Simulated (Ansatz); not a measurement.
TiAl (P4/mmm): electronic heat capacity and spin susceptibility from the density of states

The calculation used DFT r2SCAN, scalar-relativistic, plane waves, PAW in Ansatz.

Cutoff 500 eV; k points 14×14×10 on the computed 2-atom cell (Γ-centred); Gaussian smearing, width 0.10 eV; no spin polarisation.

Relaxed cell: P4/mmm, a = 2.811 Å, b = 2.811 Å, c = 4.065 Å, α = 90.00°, β = 90.00°, γ = 90.00°, 2 atoms in the primitive cell. Whether it is the stable form of this composition wasn't checked.

The density of states at the Fermi level is 1.541 states/eV in the cell of 2 atoms (1 formula unit; both spins, tetrahedra on a 21×21×15 mesh).

Question: What Sommerfeld coefficient and Pauli susceptibility does this give?

Answer: Per formula unit N(E_F) = 1.541 states/eV. γ = (π²/3) k_B² N(E_F) N_A = 2.357 mJ/(mol K²) per state/eV, so γ = 3.6 mJ/(mol K²), a mole of formula units. χ_P = μ_B² N(E_F) N_A = 3.23×10⁻⁵ emu/mol per state/eV gives 5.0×10⁻⁵ emu/mol. This is the bare band result: a measured γ of the same phase is as a rule larger by a factor 1 + λ from phonons and spin fluctuations, the spin part of χ is larger by the Stoner factor, and a measured χ also holds orbital and core terms. N(E_F) at one energy is sensitive to the mesh where the density of states has sharp peaks.

Cost: 1 run of about 0.35 core-minutes, on Intel Xeon 6975P-C (Granite Rapids) (shared hosts).